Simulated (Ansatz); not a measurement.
# zincblende-structured RuTe

Computed with Ansatz (plane waves, PAW, 500 eV cutoff): r²SCAN, scalar-relativistic, no spin polarisation, Γ-centred 10×10×10 mesh, 0.05 eV Gaussian smearing. The datasets are Ansatz's generated set soft_2.

Space group F-43m (No. 216). a = 5.851 Å, b = 5.851 Å, c = 5.851 Å, α = 90.00°, β = 90.00°, γ = 90.00°
```
atom  site  symmetry       x       y       z
  Ru    4a      -43m  0.0000  0.0000  0.0000
  Te    4d      -43m  0.2500  0.2500  0.7500
```

The cell came from substitution into a structure type; whether the compound takes it is for experiment to say.

The cell above was scaled in volume, its shape and atoms being fixed by the lattice's symmetry. Energies are counted from the cell above.

The cell is relaxed to zero pressure at this level.

```tsv
V (Å³/atom)	ΔE (meV/atom)	P (GPa)
24.04	14.1	4.7
24.54	3.4	2.2
25.04	0.0	0.0
25.54	3.2	-2.0
26.04	12.2	-3.7
26.79	35.3	-6.0
```

(1) What do the points give for the equilibrium volume, the bulk modulus and its pressure derivative (third-order Birch–Murnaghan)?

Answer:

(1) V0 = 25.03 Å³/atom, B0 = 105 GPa, B0′ = 4.9.

B0·V0 = 105.0 GPa × 25.03 Å³ = 16.40 eV/atom sets the scale: near the minimum ΔE ≈ ½ B0 V0 x², with x = V/V0 − 1, and a pressure of 1.0 GPa squeezes the volume by about 1 %. At the ends of the curve: x = −4.0 % predicts 13.1 meV/atom and the run gives 14.1; x = +7.0 % predicts 40.3 meV/atom and the run gives 35.3. The curve is steeper than the parabola on the compressed side and flatter on the expanded side: the bulk modulus rises with pressure.

Scalar-relativistic only: spin–orbit splittings of the heavy atoms' levels are missing. The run is a metal.
